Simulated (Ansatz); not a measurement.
BaHfO₃ (cubic perovskite, Pm-3m) under volume change, PBEsol in the plane-wave PAW code Ansatz, scaled uniformly.

```
V (Å³/atom)  E − E(relaxed) (meV/atom)  P (GPa)
-----------  -------------------------  -------
13.084                               …        …
13.516                            30.5    12.00
13.947                             7.2     5.51
14.378                             0.0     0.00
14.810                             6.5    -4.68
15.241                            24.5    -8.66
15.673                               …        …
```

Some entries are withheld; supply them.


- 15.673, E − E(relaxed) (meV/atom): 52.6
- 15.673, P (GPa): -12.05
- 13.084, E − E(relaxed) (meV/atom): 72.9
- 13.084, P (GPa): 19.64

What does a third-order Birch–Murnaghan fit give for V₀, B₀ and B′?

V₀ = 14.38 Å³/atom, B₀ = 169 GPa, B′ = 4.4.

Symmetry was held in the PBEsol relaxation. The run is not spin-polarised. Spin–orbit coupling is left out wherever it is not named.

Potentials: the earlier of the program's two PAW sets.
